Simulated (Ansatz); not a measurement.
Relaxed C (graphite type, space group P6_3/mmc):

```yaml
crystal:
  lattice:
    - [2.46498, 0.00000, 0.00000]
    - [-1.23249, 2.13473, 0.00000]
    - [0.00000, 0.00000, 6.72886]
  atoms:
    - { symbol: C, position: [0.00000, 0.00000, 0.25000] }
    - { symbol: C, position: [0.00000, 0.00000, 0.75000] }
    - { symbol: C, position: [0.33333, 0.66667, 0.25000] }
    - { symbol: C, position: [0.66667, 0.33333, 0.75000] }
```

In this cell atom 1 (C, nearest neighbour C at 1.423 Å; its periodic images, 2.5 Å or more away, move with it) is moved by u·(1.000, 0.000, 0.000) + v·(0.000, 1.000, 0.000); the rest is frozen.

Calculation: PBE-D3(BJ) (plane waves to 420 eV, PAW, scalar-relativistic; Ansatz, an electronic-structure program). k mesh 12×12×4 (Γ-centred), Fermi-Dirac smearing 0.05 eV. Stress and pressure are positive under compression. Points where atoms come too close for the PAW data are left out (x in tables, blank in figures). With partly filled bands, energies and forces of such displacements shift with the k mesh and the smearing. C was relaxed with its symmetry unable to fall. The PAW data are Ansatz's earlier set. 

| P (GPa) | u = -0.360 | u = -0.240 | u = -0.120 | u = 0.000 | u = 0.120 | u = 0.240 | u = 0.360 |
|---|---|---|---|---|---|---|---|
| v = -0.360 | x | x | ___ | 16.9 | ___ | x | x |
| v = -0.240 | x | x | 15.2 | 9.3 | 15.2 | x | x |
| v = -0.120 | x | 21.4 | 7.5 | 2.9 | 7.5 | 21.4 | x |
| v = 0.000 | x | ___ | 3.3 | 0.0 | 3.3 | ___ | x |
| v = 0.120 | 20.6 | 11.0 | 5.7 | 3.8 | 5.7 | 11.0 | 20.6 |
| v = 0.240 | 21.7 | 18.5 | 17.1 | 16.8 | 17.1 | 18.5 | 21.7 |
| v = 0.360 | x | x | x | x | x | x | x |

Problem. Fill in the missing entries.

Solution. 
- v = -0.360, u = -0.120: 24.2
- v = -0.360, u = 0.120: 24.2
- v = 0.000, u = -0.240: 12.9
- v = 0.000, u = 0.240: 12.9

(A displaced cell: forces are minus the slopes of the energy, force constants its curvatures, and phonons follow from these.)
